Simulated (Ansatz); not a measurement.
**Ti5Ge3: pressure against volume**

Ti5Ge3, P6_3/mcm, a = 7.498 Å, c = 5.147 Å. The structure is a COD entry; whether it is the stable form wasn't checked. Ansatz: PBEsol, PAW, 420 eV, Γ-centred 6×6×8 mesh on 16 atoms, Gaussian smearing 0.10 eV; no spin polarisation. Shape and atoms are relaxed at each volume; pressure is positive in compression.

| V (Å³/atom) | P (GPa) |
| --- | --- |
| 13.783 | ? |
| 14.252 | 16.23 |
| 14.722 | 9.95 |
| 15.192 | 4.58 |
| 15.662 | 0.00 |
| 16.132 | -3.91 |
| 16.602 | -7.24 |
| 17.228 | -10.91 |

Q: Take V0 = 15.662 Å³/atom, fit the third-order Birch–Murnaghan form to the other rows, and predict the missing pressure.

A: With the Eulerian strain f = ½[(V0/V)^(2/3) − 1] and y = P/[3f(1 + 2f)^(5/2)], the form is the line y = B0 + 1.5 B0 (B0′ − 4) f. Rows (f, y): 0.03246, 142.4; 0.02106, 142.1; 0.01026, 141.4; -0.00976, 140.3; -0.01906, 139.5; -0.03078, 138.5. Means f = 0.0006967, y = 140.70; Σ(Δf)² = 0.003005, ΣΔfΔy = 0.1863; the slope is their ratio. y = 140.7 + 62.00 f GPa, so B0 = 140.7 GPa and B0′ = 4 + 2 × (62.00)/(3 × 140.7) = 4.29. At V = 13.783, f = 0.04447, y = 143.46 and P = 23.68 GPa. The run gave 23.58 GPa, so the fit is 0.10 GPa too high, a small miss on the scale of the series.

Cost: 8 runs of about 48 core-minutes in all, on Intel Xeon Processor @ 2.70GHz (shared hosts).